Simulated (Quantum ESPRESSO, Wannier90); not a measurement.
**TePb2Se (R-3m): Wannier90 run**

Cell from Materials Project (mp-1217291), symmetrised, no further relaxation. Not found in the COD (Crystallography Open Database) copy used; not checked further. Level: PBEsol, spinors with spin-orbit coupling; pw.x of Quantum ESPRESSO at 69 Ry with PseudoDojo potentials, 4×4×4 k-points, Wannier90. Density: 8×8×8 mesh, cold smearing 0.01 Ry. With spin-orbit coupling a semilocal functional can close or falsely invert a small gap; the band order was not checked against a better method. The gap is small at this level and was sampled on the meshes and a path alone.

On the energy scale of pw.x, whose zero is arbitrary, the valence-band maximum lies at 8.58 eV.

Input w.win:

```
num_bands = 4
num_wann = 4
exclude_bands = 5-92
spinors = true
num_iter = 1000
conv_tol = 1.0e-6
conv_window = 4
write_hr = true
write_u_matrices = true
auto_projections = true
begin unit_cell_cart
ang
   -2.2471001365    3.8920916061    0.0000000000
   -4.4942002729    0.0000000000    0.0000000000
   -2.2471001365    1.2973638687    7.3349970000
end unit_cell_cart
begin atoms_frac
Te   0.5000000000  0.5000000000  0.5000000000
Pb   0.2553040000  0.2553040000  0.2340880000
Pb  -0.2553040000 -0.2553040000 -0.2340880000
Se   0.0000000000  0.0000000000  0.0000000000
end atoms_frac
mp_grid = 4 4 4
begin kpoints
0.0000000000 0.0000000000 0.0000000000
0.0000000000 0.0000000000 0.2500000000
0.0000000000 0.0000000000 0.5000000000
... (61 more lines: the 4x4x4 mesh through Gamma)
end kpoints
```

Input of pw2wannier90.x that gives the overlap and projection files (equivalent; here they were cut from one run over all bands):

```
&inputpp
  outdir = './out'
  prefix = 'pwscf'
  seedname = 'w'
  write_amn = .true.
  write_mmn = .true.
  scdm_proj = .true.
  scdm_entanglement = 'isolated'
/
```

Output w.wout (banner and timings cut):

```
                                    ------
                                    SYSTEM
                                    ------

                              Lattice Vectors (Ang)
                    a_1    -2.247100   3.892092   0.000000
                    a_2    -4.494200   0.000000   0.000000
                    a_3    -2.247100   1.297364   7.334997

                   Unit Cell Volume:     128.30259  (Ang^3)

                        Reciprocal-Space Vectors (Ang^-1)
                    b_1     0.000000   1.614347  -0.285535
                    b_2    -1.398065  -0.807173  -0.285535
                    b_3     0.000000   0.000000   0.856604

 *----------------------------------------------------------------------------*
 |   Site       Fractional Coordinate          Cartesian Coordinate (Ang)     |
 +----------------------------------------------------------------------------+
 | te   1   0.50000   0.50000   0.50000   |   -4.49420   2.59473   3.66750    |
 | pb   1   0.25530   0.25530   0.23409   |   -2.24710   1.29736   1.71703    |
 | pb   2  -0.25530  -0.25530  -0.23409   |    2.24710  -1.29736  -1.71703    |
 | se   1   0.00000   0.00000   0.00000   |   -0.00000   0.00000   0.00000    |
 *----------------------------------------------------------------------------*
                                ------------
                                K-POINT GRID
                                ------------

             Grid size =  4 x  4 x  4      Total points =   64

 *---------------------------------- MAIN ------------------------------------*
 |  Number of Wannier Functions               :                 4             |
 |  Number of Objective Wannier Functions     :                 4             |
 |  Number of input Bloch states              :                 4             |
 |  Output verbosity (1=low, 5=high)          :                 1             |
 |  Timing Level (1=low, 5=high)              :                 1             |
 |  Optimisation (0=memory, 3=speed)          :                 3             |
 |  Length Unit                               :               Ang             |
 |  Post-processing setup (write *.nnkp)      :                 F             |
 |  Using Gamma-only branch of algorithms     :                 F             |
 *----------------------------------------------------------------------------*
 *------------------------------- WANNIERISE ---------------------------------*
 |  Total number of iterations                :              1000             |
 |  Number of CG steps before reset           :                 5             |
 |  Trial step length for line search         :             2.000             |
 |  Convergence tolerence                     :         0.100E-05             |
 |  Convergence window                        :                 4             |
 |  Iterations between writing output         :                 1             |
 |  Iterations between backing up to disk     :               100             |
 |  Write r^2_nm to file                      :                 F             |
 |  Write xyz WF centres to file              :                 F             |
 |  Write on-site energies <0n|H|0n> to file  :                 F             |
 |  Use guiding centre to control phases      :                 F             |
 |  Use phases for initial projections        :                 F             |
 *----------------------------------------------------------------------------*
 *-------------------------------- PLOTTING ----------------------------------*
 |  Plotting Hamiltonian in WF basis          :                 T             |
 *----------------------------------------------------------------------------*

 *---------------------------------- K-MESH ----------------------------------*
 +----------------------------------------------------------------------------+
 |                    Distance to Nearest-Neighbour Shells                    |
 |                    ------------------------------------                    |
 |          Shell             Distance (Ang^-1)          Multiplicity         |
 |          -----             -----------------          ------------         |
 |             1                   0.214151                      2            |
 |             2                   0.409851                      6            |
 |             3                   0.428094                      6            |
 |             4                   0.428302                      2            |
 |             5                   0.494381                      6            |
 |             6                   0.538770                      6            |
 |             7                   0.642314                      6            |
 |             8                   0.642453                      2            |
       ... (lines left out)
 +----------------------------------------------------------------------------+
 | The b-vectors are chosen automatically                                     |
 | The following shells are used:                       1,  2                 |
 +----------------------------------------------------------------------------+
 |                        Shell   # Nearest-Neighbours                        |
 |                        -----   --------------------                        |
 |                          1               2                                 |
 |                          2               6                                 |
 +----------------------------------------------------------------------------+
 | Completeness relation is fully satisfied [Eq. (B1), PRB 56, 12847 (1997)]  |
 +----------------------------------------------------------------------------+
 |                  b_k Vectors (Ang^-1) and Weights (Ang^2)                  |
 |                  ----------------------------------------                  |
 |            No.         b_k(x)      b_k(y)      b_k(z)        w_b           |
 |            ---        --------------------------------     --------        |
 |             1         0.000000    0.000000    0.214151    10.220445        |
 |             2         0.000000    0.000000   -0.214151    10.220445        |
 |             3        -0.349516   -0.201793   -0.071384     2.046469        |
 |             4         0.000000    0.403587   -0.071384     2.046469        |
 |             5        -0.349516    0.201793    0.071384     2.046469        |
 |             6         0.349516    0.201793    0.071384     2.046469        |
 |             7         0.000000   -0.403587    0.071384     2.046469        |
 |             8         0.349516   -0.201793   -0.071384     2.046469        |
 +----------------------------------------------------------------------------+
 |                           b_k Directions (Ang^-1)                          |
 |                           -----------------------                          |
 |            No.           x           y           z                         |
 |            ---        --------------------------------                     |
 |             1         0.000000    0.000000    0.214151                     |
 |             2        -0.349516   -0.201793   -0.071384                     |
 |             3         0.000000    0.403587   -0.071384                     |
 |             4        -0.349516    0.201793    0.071384                     |
 +----------------------------------------------------------------------------+

 Starting a new Wannier90 calculation ...

 Reading overlaps from w.mmn

 Reading projections from w.amn

 *------------------------------- WANNIERISE ---------------------------------*
 +--------------------------------------------------------------------+<-- CONV
 | Iter  Delta Spread     RMS Gradient      Spread (Ang^2)            |<-- CONV
 +--------------------------------------------------------------------+<-- CONV

 ------------------------------------------------------------------------------
 Initial State
  WF centre and spread    1  ( -0.000000,  0.000000,  0.000000 )     0.23147915
  WF centre and spread    2  (  0.000000,  0.000000, -0.000000 )     0.23166740
  WF centre and spread    3  (  0.000000, -0.000000, -0.000000 )     0.23174318
  WF centre and spread    4  (  0.000000, -0.000000, -0.000000 )     0.23161162
  Sum of centres and spreads (  0.000000,  0.000000, -0.000000 )     0.92650136

      0     0.927E+00     0.0000000000        0.9265013564  <-- CONV
        O_D=      0.0000032 O_OD=      0.0002977 O_TOT=      0.9265014 <-- SPRD
 ------------------------------------------------------------------------------
      1    -0.771E-05     0.0062821538        0.9264936447  <-- CONV
        O_D=      0.0000008 O_OD=      0.0002925 O_TOT=      0.9264936 <-- SPRD
      2    -0.140E-05     0.0023824806        0.9264922444  <-- CONV
        O_D=      0.0000003 O_OD=      0.0002916 O_TOT=      0.9264922 <-- SPRD
      3    -0.559E-06     0.0013236344        0.9264916853  <-- CONV
        O_D=      0.0000001 O_OD=      0.0002912 O_TOT=      0.9264917 <-- SPRD
      4    -0.174E-06     0.0007864167        0.9264915111  <-- CONV
        O_D=      0.0000000 O_OD=      0.0002911 O_TOT=      0.9264915 <-- SPRD
      5    -0.472E-07     0.0003690351        0.9264914639  <-- CONV
        O_D=      0.0000000 O_OD=      0.0002911 O_TOT=      0.9264915 <-- SPRD
      6    -0.110E-07     0.0002161248        0.9264914529  <-- CONV
        O_D=      0.0000000 O_OD=      0.0002911 O_TOT=      0.9264915 <-- SPRD
             <<<     Delta < 1.000E-06  over  4 iterations     >>>
             <<< Wannierisation convergence criteria satisfied >>>
 Final State
  WF centre and spread    1  (  0.000000,  0.000000,  0.000000 )     0.23147519
  WF centre and spread    2  (  0.000000,  0.000000, -0.000000 )     0.23166535
  WF centre and spread    3  (  0.000000,  0.000000, -0.000000 )     0.23174120
  WF centre and spread    4  (  0.000000,  0.000000, -0.000000 )     0.23160971
  Sum of centres and spreads (  0.000000,  0.000000, -0.000000 )     0.92649145

         Spreads (Ang^2)       Omega I      =     0.926200367
        ================       Omega D      =     0.000000000
                               Omega OD     =     0.000291085
    Final Spread (Ang^2)       Omega Total  =     0.926491453
```
